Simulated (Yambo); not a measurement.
Convergence of the G0W0 gap of Cs₃YF₆

G0W0@LDA for Cs3YF6 (space group Fm-3m, No. 225) in Yambo. Reference settings: 2×2×2 Γ-centred k mesh, 349 bands and a 7 Ry block in the screening, 349 bands in G with the Bruneval-Gonze terminator, plasmon pole fitted at 27.2 eV. The LDA gap X → Γ on this mesh is 5.62 eV; G0W0 gaps are taken between the same points.

```
change from the reference       G0W0 gap X → Γ (eV)  shift of the valence edge (eV)        rough Yambo cost
------------------------------  -------------------  ------------------------------  ----------------------
reference settings                             9.14                           -2.18                       1
130 bands in W, 130 bands in G                 9.35                           -2.07               about 1/3
225 bands in W, 225 bands in G                 9.18                           -2.13  within a factor of two
130 bands in G                                 9.18                           -2.15                       –
225 bands in G                                 9.15                           -2.17                       –
161 bands in W                                 9.25                           -2.10  within a factor of two
1 Ry block                                    10.15                           -3.28  within a factor of two
3 Ry block                                     9.30                           -2.43  within a factor of two
6 Ry block                                     9.13                           -2.18  within a factor of two
pole fitted at 55 eV                           9.18                           -2.25                       –
no random integration                          8.98                           -1.89                       –
130 bands in G, no terminator                  8.87                           -1.57                       –
225 bands in G, no terminator                  8.93                           -1.83                       –
no terminator                                  9.01                           -1.98                       –
```

The reference isn't shown to be the converged limit. Costs are rough (shared machines), scaled to the same edge states, and given only for runs that recompute the screening.

Geometry of the Materials Project entry, not relaxed at this level; primitive cell a = 7.0083 Å, b = 7.0083 Å, c = 7.0083 Å, α = 60.00°, β = 60.00°, γ = 60.00°.

The structure is a Materials Project entry; no match was found in the copy of COD used, and its stability was not checked.

A shift is the quasiparticle energy of the state minus its LDA energy.
